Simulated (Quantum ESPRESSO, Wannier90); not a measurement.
**MgSe (wurtzite), plane waves to Wannier functions**

```xyz
4
Lattice="4.2215 0.0000 0.0000 -2.1107 3.6559 0.0000 0.0000 0.0000 6.8167" Properties=species:S:1:pos:R:3 pbc="T T T"
Mg    -2.1107     1.2186     3.3968
Mg     2.1107    -1.2186    -0.0115
Se    -2.1107     1.2186    -0.8406
Se     2.1107    -1.2186     2.5678
```

Cell from Materials Project (mp-1018040), symmetrised, no further relaxation. Not found in the COD (Crystallography Open Database) copy used, which has the formula in other groups; not checked further. Computed values, not measurements, from LDA: Quantum ESPRESSO (norm-conserving PseudoDojo potentials, cutoff 69 Ry, no spin polarisation, no spin-orbit coupling) on a Γ-centred 12×12×4 mesh, then Wannier90. Density: 12×12×6 mesh, cold smearing 0.01 Ry. Spin-orbit coupling, left out, would split the p-like bands by a few tenths of an eV.

Bands 19-26 form an isolated set from -11.75 to 0.00 eV relative to the valence-band maximum (on the path) and are turned into 8 Wannier functions by minimising the spread from the start: SCDM (isolated).

Problem. Where do the functions sit, how wide are they and what are they made of?

Solution. 
| functions | spread (Å²) | nearest atom, distance (Å) | second atom, distance (Å) | weight on atomic waves |
|---|---|---|---|---|
| 8 | 1.69 | Se 0.63 | Mg 1.95 | Se 4p 67 %, Se 4s 23 %, Mg 3s 8 % |

Ω_I = 11.86 Å², Ω_total = 13.54 Å²; the interpolated bands follow pw.x to 1.4 meV rms on the path. It is the lowest total spread that any start reached here.
